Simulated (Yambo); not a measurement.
Yambo run on WS₂ (space group P6_3/mmc, No. 194). The wavefunctions are norm-conserving PBEsol (Quantum ESPRESSO, 74 Ry, scalar-relativistic) ones on a 6×6×1 mesh (26 occupied bands); a = 3.154 Å, b = 3.154 Å, c = 12.138 Å, α = 90.00°, β = 90.00°, γ = 120.00°.

Yambo input:

```
rim_cut
gw0
dyson
el_el_corr
HF_and_locXC
ppa
em1d
RandQpts= 1000000
RandGvec= 1 Ry
EXXRLvcs= 74 Ry
VXCRLvcs= 296 Ry
Chimod= "HARTREE"
% BndsRnXp
 3 | 120 |
%
NGsBlkXp= 10 Ry
% LongDrXp
 1.0 | 1.0 | 1.0 |
%
PPAPntXp= 27.2114 eV
% GbndRnge
 1 | 265 |
%
GTermKind= "BG"
DysSolver= "n"
ExtendOut
% QPkrange
 1 | 1 | 26 | 26 |
 5 | 5 | 27 | 27 |
 7 | 7 | 26 | 27 |
%
```

k points by index: 1 = Γ, 5 = (0.167, 0.167, 0), 7 = K.

Resulting energies as the program prints them:

```
#    K-point    Band    Eo [eV]    E [eV]    E-Eo [eV]    Vxc [eV]    Vnlxc [eV]    Sc|Eo [eV]    Sc|E [eV]    dSc/dw|Eo [eV]    Re(Z)    Im(Z)
#
    1    26    0.000000    0.020049    0.020049    -15.55762    -15.94115    0.408914    0.403581    -7.250316    0.789610    -0.001262
    5    27    0.845679    1.258474    0.412796    -14.23573    -10.20305    -3.515401    -3.619887    -6.886410    0.798038    -0.001220
    7    26    -0.575520    -0.510497    0.065024    -15.42754    -15.82441    0.478948    0.461887    -7.143461    0.792066    -0.001248
    7    27    1.241375    1.872777    0.631403    -16.36349    -11.98492    -3.582555    -3.747167    -7.093300    0.793224    -0.001285
```
(The two width columns are left out.) Convergence of these settings isn't established.

Spin-orbit coupling is not included.

Geometry relaxed with PBE+D3(BJ).
